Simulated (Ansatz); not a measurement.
TiNi$_{3}$:
```yaml
crystal:
  lattice:
    - [5.05229, 0.00000, 0.00000]
    - [-2.52615, 4.37541, 0.00000]
    - [0.00000, 0.00000, 8.23921]
  atoms:
    - { symbol: Ti, position: [0.66667, 0.33333, 0.75000] }
    - { symbol: Ti, position: [0.33333, 0.66667, 0.25000] }
    - { symbol: Ti, position: [0.00000, 0.00000, 0.50000] }
    - { symbol: Ti, position: [0.00000, 0.00000, 0.00000] }
    - { symbol: Ni, position: [0.50000, 0.50000, 0.00000] }
    - { symbol: Ni, position: [0.00000, 0.50000, 0.50000] }
    - { symbol: Ni, position: [0.50000, 0.00000, 0.00000] }
    - { symbol: Ni, position: [0.50000, 0.50000, 0.50000] }
    - { symbol: Ni, position: [0.00000, 0.50000, 0.00000] }
    - { symbol: Ni, position: [0.50000, 0.00000, 0.50000] }
    - { symbol: Ni, position: [0.82780, 0.65561, 0.25000] }
    - { symbol: Ni, position: [0.17220, 0.34439, 0.75000] }
    - { symbol: Ni, position: [0.17220, 0.82780, 0.75000] }
    - { symbol: Ni, position: [0.82780, 0.17220, 0.25000] }
    - { symbol: Ni, position: [0.34439, 0.17220, 0.25000] }
    - { symbol: Ni, position: [0.65561, 0.82780, 0.75000] }
```

Relaxed with r²SCAN.

Question: Give the Bader charges and basin volumes of the independent atoms, r²SCAN in the plane-wave PAW code Ansatz.

Answer: 

| atom | Bader charge (e) | Bader volume (Å³) |
|---|---|---|
| Ti1 | +1.46 | 8.8 |
| Ti3 | +1.48 | 8.9 |
| Ni5 | -0.48 | 12.2 |
| Ni11 | -0.50 | 12.3 |

Space group P6_3/mmc. The first step of the workflow began from a Materials Project structure, measured or hypothetical; the Crystallography Open Database files this formula in space group No. 194, but the cells were not matched. Its standing as an ambient phase is unchecked. The cell was relaxed with r²SCAN under the symmetry of its start; whether a distortion lowers the energy is not shown. The run is not spin-polarised.

Potentials: the later of the program's two PAW sets.
